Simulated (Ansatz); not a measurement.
## Notes on LaAsRh

```
As Rh La
1.0
     0.00000    4.17911    0.00000
     4.17911    0.00000    0.00000
     2.08955    2.08955   -7.46091
As Rh La
2 2 2
Direct
  0.00000 0.00000 0.00000
  0.75000 0.25000 0.50000
  0.16511 0.16511 0.66978
  0.91511 0.41511 0.16978
  0.58080 0.58080 0.83840
  0.33080 0.83080 0.33840
```

Single point in Ansatz 0.2.0 with PBEsol, no spin polarisation. Cutoff 420 eV, PAW datasets, 8×8×8 Γ-centred k mesh, fermi-dirac filling (width 0.1 eV).

Electronic structure: It is a metal, with about 3.6 states/eV a cell as the mean within 0.25 eV of the Fermi level, mostly Rh d (37 %), La d (26 %) and As p (25 %).
Forces: Nearly at rest: the largest force is 0.046 eV/Å.
Stress: The pressure is -1.8 GPa (compression positive), so with the atoms held at these fractions the cell would first shrink.
Formation energy: -1.14 eV an atom against the elements' usual phases (free molecules for gases, crystals otherwise, with no correction for O₂ or N₂), so it is bound against them; other compounds may still compete. Relaxing would lower it.

Origin: a database entry at a rescaled volume. Caveats: f levels without a U or exact exchange are poorly placed.
